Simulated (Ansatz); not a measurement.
GaSb: computed property card

GaSb:
Space group P6₃/mmc (No. 194); a = 3.947 Å, b = 3.947 Å, c = 7.256 Å, α = 90.00°, β = 90.00°, γ = 120.00°

```csv
atom,site,symmetry,x,y,z
Ga,2a,-3m.,0.0000,0.0000,0.0000
Sb,2c,-6m2,0.3333,0.6667,0.2500
```

Space group P6_3/mmc (No. 194), NiAs type; conventional cell a = 3.947 Å, b = 3.947 Å, c = 7.256 Å, α = 90.00°, β = 90.00°, γ = 120.00°.

Method: the program Ansatz at the PBE level (PAW). Structure relaxed to zero pressure with the same functional. Other levels are named where they apply.

### Cell and energy

```
Property                                                      Result
-----------------------------------------------------  -------------
Volume per atom                                             24.47 Å³
Density                                                   6.50 g/cm³
Formation energy from the elements (no fitted shifts)  0.058 eV/atom
```

### Electronic structure

```
Quantity                                                                     Value
------------------------------------  --------------------------------------------
Electronic character                                             metallic (no gap)
Density of states at the Fermi level  0.59 states/eV per atom (mean over ±0.08 eV)
Gap with spin–orbit coupling                                       none (metallic)
```

### Mechanics

```
Property                               Value
----------------------------------  --------
Bulk modulus (Birch–Murnaghan fit)  52.9 GPa
Pressure derivative B′                   4.8
```

The start of the workflow was typed in or built on a structure type; neither database checked (COD, Materials Project) lists it. It is not the phase usual at ambient conditions (space group No. 216). Symmetry was held in the PBE relaxation; whether a distortion lowers the energy is not shown. The references are the lowest solids computed at this level, not always the standard phases. Spin–orbit coupling is left out wherever it is not named.

Potentials: the later of the program's two PAW sets.
